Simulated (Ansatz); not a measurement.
Level of theory: Ansatz 0.2.0, DFT PBE, scalar-relativistic, plane waves, PAW. All cells share a 420 eV cutoff and Γ-centred k meshes spaced at most about 0.3 Å⁻¹ (about 0.25 or finer for metals, 2π included). No spin polarisation in the final relaxations.

Temperature and zero-point effects are left out.

Two relaxed structures of Ga₂P:

A.

```yaml
crystal:
  lattice:
    - [3.70627, 0.00000, 0.00000]
    - [0.00000, 3.70627, 0.00000]
    - [0.00000, 0.00000, 4.38763]
  atoms:
    - { symbol: Ga, position: [0.50000, 0.00000, 0.64905] }
    - { symbol: Ga, position: [0.00000, 0.50000, 0.35095] }
    - { symbol: P, position: [0.00000, 0.00000, 0.00000] }
```

B.

```yaml
crystal:
  lattice:
    - [3.71500, 0.00000, 0.00000]
    - [0.00000, 3.71500, 0.00000]
    - [0.00000, 0.00000, 7.86841]
  atoms:
    - { symbol: Ga, position: [0.50000, 0.50000, 0.00000] }
    - { symbol: Ga, position: [0.00000, 0.00000, 0.00000] }
    - { symbol: Ga, position: [0.50000, 0.00000, 0.36230] }
    - { symbol: Ga, position: [0.00000, 0.50000, 0.63770] }
    - { symbol: P, position: [0.50000, 0.00000, 0.68278] }
    - { symbol: P, position: [0.00000, 0.50000, 0.31722] }
```

**Question.** Which would you expect to be lower, and how large is the difference?

**Answer.** A is lower, by 6 meV/atom. A has space group P-4m2 (No. 115), 20.1 Å³/atom and no gap on its mesh; B has space group P4/nmm (No. 129), 18.1 Å³/atom and no gap. Counting P atoms around Ga (those within 1.25 times the shortest such distance or 1.15 times the sum of covalent radii; the shortest distance is added where it is long for a bond; a slash parts the counts of unlike sites), A has Ga 2 and B has Ga 4 from 3.1 Å/5. The lower one is the more open, so pressure narrows the difference. Even the lower one lies +0.04 eV/atom against the reference forms of the elements (uncorrected), so neither is stable at this level. In A, Ga is surrounded by 2 P at 2.41 Å; around P lie 4 Ga at 2.41 Å. In B, Ga on a site of symmetry -4m2 has 4 Ga at 2.63 Å and 4 P at 3.11 Å; Ga on a site of symmetry 4mm has 5 P at 2.52–2.65 Å; P has 5 Ga at 2.52–2.65 Å and 4 Ga at 3.11 Å. Both come from invented guesses.

The k mesh leaves some 4 meV/atom of noise in the energy of each metallic cell. In P-4m2 an odd number of electrons in the primitive cell allows no gap without spin; a larger cell or a magnetic state could open one. A magnetic state wasn't ruled out in cells without spin, among them P-4m2. Cells relaxed within their symmetry can be saddle points.
